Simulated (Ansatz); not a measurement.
Given:

AgW:
```cif
data_AgW
_chemical_formula_sum 'Ag1 W1'
_space_group_name_H-M_alt 'P 1'
_space_group_IT_number 1
_cell_length_a 2.65981
_cell_length_b 2.65981
_cell_length_c 4.48255
_cell_angle_alpha 90.000
_cell_angle_beta 90.000
_cell_angle_gamma 90.000
loop_
_space_group_symop_operation_xyz
  'x, y, z'
loop_
_atom_site_label
_atom_site_type_symbol
_atom_site_fract_x
_atom_site_fract_y
_atom_site_fract_z
_atom_site_occupancy
Ag1 Ag 0.00000 0.00000 0.00000 1
W1 W 0.50000 0.50000 0.50000 1
```

This is the PBEsol-relaxed structure.

Problem. All from the program Ansatz at the PBEsol level (PAW), unless another level is named. Give the bulk modulus (Birch–Murnaghan fit).

Solution. 215 GPa.

Problem. And the highest zone-centre frequency?

Solution. 191 cm^-1.

Space group P4/mmm (L1₀ or tetragonal B2). The start of the workflow was typed in or built on a structure type; neither database checked (COD, Materials Project) lists it. Its standing as an ambient phase is unchecked. Symmetry was held in the PBEsol relaxation. At this level the phase is mechanically unstable. No spin polarisation was allowed. Its formation energy is positive at this level, so the cell may be metastable or incomplete. As this level gives no gap, phonon frequencies hold no LO–TO term and depend on the k-mesh and smearing (Fermi–Dirac, 0.1 eV here). On the denser mesh and wider smearing of the elastic run this cell carries a stress of 0.7 GPa. Spin–orbit coupling is left out wherever it is not named.

Potentials: the later of the program's two PAW sets.
